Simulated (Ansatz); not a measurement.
## Relaxation path: rocksalt TiN (100), 4 layers

DFT, PBE, PAW with Ansatz's default frozen-core files, scalar-relativistic (Ansatz 0.2.0); a Γ-centred 12×12×1 k mesh, Fermi–Dirac smearing of 0.08 eV, no spin polarisation. The run relaxes the atoms in the fixed cell.

Command: `ansatz run input.yaml --threads 3 --pin off --max-ram 8192MiB --backend cpu --events-out ev --progress --plain --runs-dir out` It took 61 s on 3 threads of Arm Neoverse V2 (shared host), peak memory 0.55 GiB.

```yaml
crystal:
  lattice:
    - [3.0032769431, 0.0, 0.0]
    - [0.0, 3.0032769431, 0.0]
    - [0.0, 0.0, 22.3709]
  atoms:
    - { symbol: Ti, position: [0.0, 0.0, 0.3576071486] }
    - { symbol: "N", position: [0.5, 0.5, 0.3576071486] }
    - { symbol: Ti, position: [0.5, 0.5, 0.4525357158] }
    - { symbol: "N", position: [0.0, 0.0, 0.4525357158] }
    - { symbol: Ti, position: [0.0, 0.0, 0.5474642836] }
    - { symbol: "N", position: [0.5, 0.5, 0.5474642836] }
    - { symbol: Ti, position: [0.5, 0.5, 0.6423928514] }
    - { symbol: "N", position: [0.0, 0.0, 0.6423928514] }
kpoints:
  mp_grid: { grid: [12, 12, 1] }
scf:
  occupations: { method: fermi_dirac, width: 0.08 }
hamiltonian:
  xc: pbe
  pseudopotentials: { kind: paw }
output:
  forces: true
  stress: true
  eigenvalues: true
  write_density: true
  write_potential: true
  elf: true
  volumetric_format: npy
relax:
  f_tol: 0.01
  max_steps: 40
efield:
  axis: 3
  amplitude: 0
  dipole_correction: true
```

Each step lists its free energy a cell above the last geometry, and Cartesian positions (Å) with forces (eV/Å).

The first step:

```
step 1  dF = 330.68 meV
  Ti 0.0000 0.0000 8.0000   0.0000 0.0000 1.8154
  N 1.5016 1.5016 8.0000   0.0000 0.0000 -1.1028
  Ti 1.5016 1.5016 10.1236   0.0000 0.0000 -0.1061
  N 0.0000 0.0000 10.1236   0.0000 0.0000 -0.7441
  Ti 0.0000 0.0000 12.2473   0.0000 0.0000 0.1061
  N 1.5016 1.5016 12.2473   0.0000 0.0000 0.7441
  Ti 1.5016 1.5016 14.3709   0.0000 0.0000 -1.8154
  N 0.0000 0.0000 14.3709   0.0000 0.0000 1.1028
```

Problem. Where does the relaxation end, and by which steps?

Solution. After 7 geometries, with a shortest distance of 1.972 Å. The further steps:
```
step 2  dF = 61.30 meV
  Ti 0.0000 0.0000 8.0957   0.0000 0.0000 0.4403
  N 1.5016 1.5016 7.9503   0.0000 0.0000 -0.2323
  Ti 1.5016 1.5016 10.1007   0.0000 0.0000 0.3714
  N 0.0000 0.0000 10.1422   0.0000 0.0000 -0.6203
  Ti 0.0000 0.0000 12.2702   0.0000 0.0000 -0.3714
  N 1.5016 1.5016 12.2287   0.0000 0.0000 0.6203
  Ti 1.5016 1.5016 14.2752   0.0000 0.0000 -0.4403
  N 0.0000 0.0000 14.4206   0.0000 0.0000 0.2323
step 3  dF = 18.53 meV
  Ti 0.0000 0.0000 8.1176   0.0000 0.0000 -0.0492
  N 1.5016 1.5016 7.9435   0.0000 0.0000 0.0380
  Ti 1.5016 1.5016 10.1199   0.0000 0.0000 0.3375
  N 0.0000 0.0000 10.1170   0.0000 0.0000 -0.1462
  Ti 0.0000 0.0000 12.2510   0.0000 0.0000 -0.3375
  N 1.5016 1.5016 12.2539   0.0000 0.0000 0.1462
  Ti 1.5016 1.5016 14.2533   0.0000 0.0000 0.0492
  N 0.0000 0.0000 14.4274   0.0000 0.0000 -0.0380
step 4  dF = 3.54 meV
  Ti 0.0000 0.0000 8.1214   0.0000 0.0000 0.1156
  N 1.5016 1.5016 7.9515   0.0000 0.0000 0.0208
  Ti 1.5016 1.5016 10.1593   0.0000 0.0000 -0.0390
  N 0.0000 0.0000 10.1118   0.0000 0.0000 -0.2227
  Ti 0.0000 0.0000 12.2116   0.0000 0.0000 0.0390
  N 1.5016 1.5016 12.2591   0.0000 0.0000 0.2227
  Ti 1.5016 1.5016 14.2495   0.0000 0.0000 -0.1156
  N 0.0000 0.0000 14.4194   0.0000 0.0000 -0.0208
step 5  dF = 0.13 meV
  Ti 0.0000 0.0000 8.1272   0.0000 0.0000 0.0211
  N 1.5016 1.5016 7.9609   0.0000 0.0000 -0.0366
  Ti 1.5016 1.5016 10.1646   0.0000 0.0000 0.0058
  N 0.0000 0.0000 10.0986   0.0000 0.0000 0.0012
  Ti 0.0000 0.0000 12.2063   0.0000 0.0000 -0.0058
  N 1.5016 1.5016 12.2723   0.0000 0.0000 -0.0012
  Ti 1.5016 1.5016 14.2437   0.0000 0.0000 -0.0211
  N 0.0000 0.0000 14.4100   0.0000 0.0000 0.0366
step 6  dF = 0.04 meV
  Ti 0.0000 0.0000 8.1280   0.0000 0.0000 -0.0213
  N 1.5016 1.5016 7.9562   0.0000 0.0000 0.0170
  Ti 1.5016 1.5016 10.1648   0.0000 0.0000 0.0028
  N 0.0000 0.0000 10.0990   0.0000 0.0000 -0.0028
  Ti 0.0000 0.0000 12.2061   0.0000 0.0000 -0.0028
  N 1.5016 1.5016 12.2719   0.0000 0.0000 0.0028
  Ti 1.5016 1.5016 14.2429   0.0000 0.0000 0.0213
  N 0.0000 0.0000 14.4147   0.0000 0.0000 -0.0170
step 7  dF = 0.00 meV
  Ti 0.0000 0.0000 8.1266   0.0000 0.0000 0.0029
  N 1.5016 1.5016 7.9568   0.0000 0.0000 0.0007
  Ti 1.5016 1.5016 10.1648   0.0000 0.0000 -0.0002
  N 0.0000 0.0000 10.0982   0.0000 0.0000 0.0015
  Ti 0.0000 0.0000 12.2061   0.0000 0.0000 0.0002
  N 1.5016 1.5016 12.2727   0.0000 0.0000 -0.0015
  Ti 1.5016 1.5016 14.2443   0.0000 0.0000 -0.0029
  N 0.0000 0.0000 14.4141   0.0000 0.0000 -0.0007
```
